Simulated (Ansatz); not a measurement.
One crystal and one scan (energy against volume) at two levels, PBE (plane waves to 420 eV, PAW, scalar-relativistic; Ansatz, a program for electronic structure) and r2SCAN (plane waves to 500 eV, PAW, scalar-relativistic; Ansatz), each from its own relaxed cell and on its own mesh. The cell shown is that of PBE.

TaSiAs (space group P4/nmm)

```xyz
6
Lattice="3.5139 0.0000 0.0000 0.0000 3.5139 0.0000 0.0000 0.0000 7.9248" Properties=species:S:1:pos:R:3 pbc="T T T"
Ta     1.7570     0.0000     2.0120
Ta     0.0000     1.7570     5.9128
Si     0.0000     0.0000     0.0000
Si     1.7570     1.7570     0.0000
As     1.7570     0.0000     4.8471
As     0.0000     1.7570     3.0776
```

This relaxed cell (volume V₀) is scaled evenly in all directions, its shape held. The atoms relax within the cell's symmetry.

The energy includes the smearing's −TS. Spin-orbit coupling is left out, though Ta is heavy. TaSiAs is run without spin polarisation. TaSiAs was relaxed with its symmetry unable to fall. With the shape held, the modulus is that of even scaling; a crystal free to change shape is softer. Percentages come from the unrounded values. Both scans cover V/V₀ from 0.840 to 1.160.

Results of PBE:

```
Property                                                                     Value
---------------------------------------------------------------------------  -----
Lattice constant a (Å)                                                       3.514
Lattice constant c (Å)                                                       7.925
Relaxed volume (Å³/atom)                                                     16.31
Pressure at the smallest volume (GPa)                                         40.8
Energy cost of the largest compression (meV/atom)                              284
Energy cost of the largest expansion (meV/atom)                                155
Bulk modulus at fixed cell shape B₀ (third-order Birch-Murnaghan fit) (GPa)  157.0
Pressure for 5 % compression (fit) (GPa)                                       9.1
```

Question: What does r2SCAN give for the same quantities?

Answer: 
| quantity | r2SCAN | PBE − r2SCAN |
|---|---|---|
| Lattice constant a (Å) | 3.502 | +0.012 (+0.3 %) |
| Lattice constant c (Å) | 7.872 | +0.053 (+0.7 %) |
| Relaxed volume (Å³/atom) | 16.09 | +0.22 (+1.4 %) |
| Pressure at the smallest volume (GPa) | 43.2 | -2.4 (-5.5 %) |
| Energy cost of the largest compression (meV/atom) | 297 | -13 (-4 %) |
| Energy cost of the largest expansion (meV/atom) | 162 | -7 (-5 %) |
| Bulk modulus at fixed cell shape B₀ (third-order Birch-Murnaghan fit) (GPa) | 166.9 | -9.9 (-5.9 %) |
| Pressure for 5 % compression (fit) (GPa) | 9.6 | -0.5 (-6 %) |

PBE gives the higher value for: lattice constant a; lattice constant c; relaxed volume. PBE gives the lower value for: pressure at the smallest volume; energy cost of the largest compression; energy cost of the largest expansion; bulk modulus at fixed cell shape B₀; pressure for 5 % compression.

(A scan under strain: stresses follow from slopes of the energy per volume, elastic moduli from its curvatures.)
